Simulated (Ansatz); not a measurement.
Level of theory: DFT, revPBE, plane waves (420 eV) with PAW, scalar-relativistic (Ansatz). The PAW files were generated under PBE, with cores re-solved for the functional.

An element in the dhcp structure gives this curve. The cell is scaled uniformly from the relaxed one, with fractional coordinates and shape fixed. Energies are extrapolated to zero smearing, pressures are those at the given smearing. Magnetic state: spin not included.

```
V (Å³/atom)  E − E₀ (meV/atom)  P (GPa)
     21.029               48.0     6.27
     21.985               19.0     3.56
     22.940                4.2     1.51
     23.896                0.0    -0.03
     24.852                3.8    -1.18
     25.808               13.5    -2.02
     26.764               27.5    -2.61
```

**Question.** Which element is it?
A. cadmium
B. indium
C. antimony
D. germanium

**Answer.** A. Its fit is V₀ = 23.87 Å³/atom, B₀ = 33 GPa, B₀′ = 6.3.
